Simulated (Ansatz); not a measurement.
Data:

LiTaO₃:
Space group P4mm (No. 99); a = b = 3.920 Å, c = 3.999 Å, α = β = γ = 90.00°

```csv
atom,site,symmetry,x,y,z
Ta,1b,4mm,0.5000,0.5000,0.4086
Li,1a,4mm,0.0000,0.0000,0.1506
O,1b,4mm,0.5000,0.5000,0.8665
O,2c,2mm.,0.0000,0.5000,0.3401
```

This is the PBEsol-relaxed structure.

Task: All from PBEsol (plane waves, PAW; program Ansatz), unless another level is named. Predict the smallest direct gap on the standard path.

Result: 3.11 eV.

Task: Give the gap with spin–orbit coupling.

Result: 2.19 eV.

Task: Predict the hole effective mass with spin–orbit coupling.

Result: 1.2, 2.1, 2.2 mₑ (principal values).

Task: Give the electron effective mass with spin–orbit coupling.

Result: 0.32, 0.32, 10 mₑ (principal values).

Task: Next, the valence-band maximum?

Result: at R.

The start of the workflow was typed in or built on a structure type; neither database checked (COD, Materials Project) lists it. It is not the phase usual at ambient conditions (space group No. 161). The PBEsol relaxation kept the symmetry of its start; its stability against distortions is not shown here. No spin polarisation was allowed. Scalar-relativistic: spin–orbit coupling is off unless named, which matters more the heavier the elements.

Potentials: the earlier of the program's two PAW sets. The files were generated under PBE; for other functionals the program regenerates the frozen cores, and for LDA and PBEsol the local potential too.
